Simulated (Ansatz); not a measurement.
Input and command of a plane-wave DFT calculation in Ansatz:

```yaml
crystal:
  lattice:
    - [3.559251, -3.659995, 0.0]
    - [3.559251, 3.659995, 0.0]
    - [-0.67439, 0.0, 3.580017]
  atoms:
    - { symbol: Mn, position: [0.0, 0.0, 0.0], spin: 4.0 }
    - { symbol: Cl, position: [0.755375, 0.755375, 0.441613] }
    - { symbol: Cl, position: [0.244625, 0.244625, 0.558387] }
    - { symbol: O, position: [0.239162, 0.760838, 0.0], spin: 1.0 }
    - { symbol: O, position: [0.760838, 0.239162, 0.0], spin: -1.0 }
basis:
  ecutwfc: 420
kpoints:
  mp_grid: { grid: [8, 8, 10] }
hamiltonian:
  xc: pbe
scf:
  occupations: { method: gaussian, width: 0.1 }
  lower_state_search: "off"
output:
  forces: true
  stress: true
  eigenvalues: true
  populations: true
  write_density: true
  write_potential: true
  elf: true
  volumetric_format: npy
magnetization:
  spin_polarized: true
```

```bash
ansatz run input.yaml --threads 1 --pin off --max-ram 2560MiB --backend cpu --events-out ev --progress --plain --runs-dir out
```

Processor: Arm Neoverse V1, 1 thread, on a host shared with other jobs.

Question: How long does it run, and how much memory does it take?

Answer: About 5.5 min on 1 thread of Arm Neoverse V1 (shared host), peak memory 0.88 GiB. It solves 29 bands at 186 k points (the mesh reduced by the symmetry that the task leaves, which can be less than the crystal's) with about 1827 plane waves, in 30 SCF iterations.
